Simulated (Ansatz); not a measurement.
Rh:
```
CELL_PARAMETERS angstrom
      0.00000     1.89009     1.89009
      1.89009     0.00000     1.89009
      1.89009     1.89009     0.00000
ATOMIC_POSITIONS crystal
  Rh 0.00000 0.00000 0.00000
```

Relaxed with PBEsol. Special points in fractions of this cell's reciprocal vectors: Γ (0.000, 0.000, 0.000); X (0.500, 0.000, 0.500); U (0.625, 0.250, 0.625); K (0.375, 0.375, 0.750); L (0.500, 0.500, 0.500); W (0.500, 0.250, 0.750).

Q: List the band energies nearest the Fermi level at these points for PBEsol in the plane-wave PAW code Ansatz.

A: In eV from the Fermi level; about four levels below and three above (degenerate sets whole), none deeper than 8.9 eV; … stands for higher levels left out; points with the same levels are listed once.

```
k                    below           above
-  -----------------------  --------------
Γ  -8.19 -3.20 -3.20 -3.20               …
X              -6.54 -6.16  0.57 1.01 1.01
U  -5.71 -4.94 -2.16 -0.72          0.38 …
L        -6.33 -3.28 -3.28     0.59 0.59 …
W  -5.20 -3.95 -3.95 -1.25          1.02 …
```

Space group Fm-3m (fcc (Cu type)). The cell was relaxed with PBEsol under the symmetry of its start. No spin polarisation was allowed. Scalar-relativistic: spin–orbit coupling is off unless named, which matters more the heavier the elements.

Potentials: the earlier of the program's two PAW sets.
